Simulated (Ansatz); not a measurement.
This run works on a generated trial structure, not on a known crystal.

Input and command of a plane-wave DFT calculation in Ansatz:

```yaml
crystal:
  lattice:
    - [5.36841825, 0.0, 0.0]
    - [0.0, 3.77272195, 0.0]
    - [0.0, 0.0, 5.38173171]
  atoms:
    - { symbol: Lu, position: [0.75, 0.0, 0.25497599] }
    - { symbol: Lu, position: [0.25, 0.0, 0.74502401] }
    - { symbol: Sc, position: [0.25, 0.5, 0.23853703] }
    - { symbol: Sc, position: [0.75, 0.5, 0.76146297] }
basis:
  ecutwfc: 420
kpoints:
  mp_grid: { grid: [4, 5, 4] }
hamiltonian:
  xc: pbe
scf:
  occupations: { method: gaussian, width: 0.2 }
  lower_state_search: "off"
output:
  forces: true
  stress: true
  eigenvalues: true
relax:
  adjacent_minimum: "off"
  f_tol: 0.08
  max_steps: 16
  cell: { stress_tol: 0.8 }
```

```bash
ansatz run input.yaml --threads 1 --pin off --max-ram 2560MiB --backend cpu --events-out ev --progress --plain --runs-dir out
```

Processor: Intel(R) Xeon(R) Processor @ 2.70GHz, 1 thread, on a host shared with other jobs.

Q: How long does it run, and how much memory does it take?

A: About 92 s, peak memory 0.47 GiB. It solves 44 bands at 27 k points (after reduction by symmetry) with about 2125 plane waves (on the last cell), in 60 SCF iterations over 8 ionic steps.
